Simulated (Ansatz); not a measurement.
Input:

AlN:
Space group P4/mmm (No. 123); a = b = 2.6721 Å, c = 4.2498 Å, α = β = γ = 90.00°

| atom | site | symmetry | x | y | z |
|---|---|---|---|---|---|
| Al | 1c | 4/mmm | 0.5000 | 0.5000 | 0.0000 |
| N | 1a | 4/mmm | 0.0000 | 0.0000 | 0.0000 |

This is the r²SCAN-relaxed structure.

**Question.** All from DFT-r²SCAN in the program Ansatz with PAW potentials, unless another level is named. Estimate the electron effective mass.

**Answer.** 0.27, 0.41, 0.41 mₑ (principal values).

**Question.** Predict the band gap.

**Answer.** 0.85 eV (indirect).

**Question.** And the hole effective mass?

**Answer.** 0.95, 0.95, 2.8 mₑ (principal values).

**Question.** And the smallest direct gap on the standard path?

**Answer.** 1.92 eV.

**Question.** And the valence-band maximum?

**Answer.** at M.

**Question.** What about the weight of the conduction-edge state by species (Voronoi cells)?

**Answer.** Al 56 %, N 44 %.

The cell is a constructed one: a structure type filled with these elements; neither database checked (COD, Materials Project) lists it. It is not the phase usual at ambient conditions (space group No. 186, 216). The r²SCAN relaxation kept the symmetry of its start. At this level the phase is mechanically unstable. A crystal of weakly bound layers computed without a dispersion correction: the cell and the soft elastic constants depend strongly on that.

Potentials: the later of the program's two PAW sets.
